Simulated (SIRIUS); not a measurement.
Band structure of a (001) slab of AlN (cut from a parent of space group no. 186; 8 atoms in the cell).

```yaml
crystal:
  lattice:
    - [3.16019, 0.00000, 0.00000]
    - [-1.58009, 2.73680, 0.00000]
    - [0.00000, 0.00000, 25.43900]
  atoms:
    - { symbol: Al, position: [0.66667, 0.33333, 0.31448] }
    - { symbol: Al, position: [0.33333, 0.66667, 0.41308] }
    - { symbol: Al, position: [0.66667, 0.33333, 0.51169] }
    - { symbol: Al, position: [0.33333, 0.66667, 0.61030] }
    - { symbol: N, position: [0.66667, 0.33333, 0.38970] }
    - { symbol: N, position: [0.33333, 0.66667, 0.48830] }
    - { symbol: N, position: [0.66667, 0.33333, 0.58691] }
    - { symbol: N, position: [0.33333, 0.66667, 0.68552] }
```

Level of theory: PBE, GBRV PBE ultrasoft pseudopotentials (plane waves; SIRIUS).

Settings: parameters.ngridk = 10 10 1; parameters.xc_functionals = [XC_GGA_X_PBE, XC_GGA_C_PBE]; parameters.gk_cutoff = 6.325 1/bohr; parameters.pw_cutoff = 14.143 1/bohr; parameters.smearing = fermi_dirac; parameters.smearing_width = 0.00183747 Ha; potentials = GBRV PBE ultrasoft pseudopotentials; parameters.electronic_structure_method = pseudopotential; parameters.num_bands = 22; parameters.num_mag_dims = 0; parameters.num_dft_iter = 100; parameters.energy_tol = 1e-07 Ha; parameters.density_tol = 1e-06; mixer.type = anderson.

No dipole correction was used; where the two faces of such a cut differ, images can couple through a dipole. The bare cut can leave dangling bonds, and the run has no spin polarisation, so a lower magnetic or reconstructed surface may exist.

Points are given in units of this cell's reciprocal vectors. Levels in eV from the Fermi level, bands 13 to 20:
```json
[
 {"point": "Γ (0 0 0)", "13": "-1.15", "14": "-1.15", "15": "-0.60", "16": "1.02", "17": "1.02", "18": "1.71", "19": "3.76", "20": "4.54"},
 {"point": "M (0.5 0 0)", "13": "-1.94", "14": "-1.27", "15": "-1.00", "16": "-0.57", "17": "-0.41", "18": "0.57", "19": "3.41", "20": "4.22"},
 {"point": "K (0.333 0.333 0)", "13": "-2.60", "14": "-0.73", "15": "-0.37", "16": "-0.36", "17": "0.19", "18": "0.20", "19": "0.87", "20": "4.58"}
]
```

2 bands cross the Fermi level along this path, so the cell has no gap at this level.

The Fermi level comes from the SCF mesh, which can miss band crossings, so its place against them is uncertain.
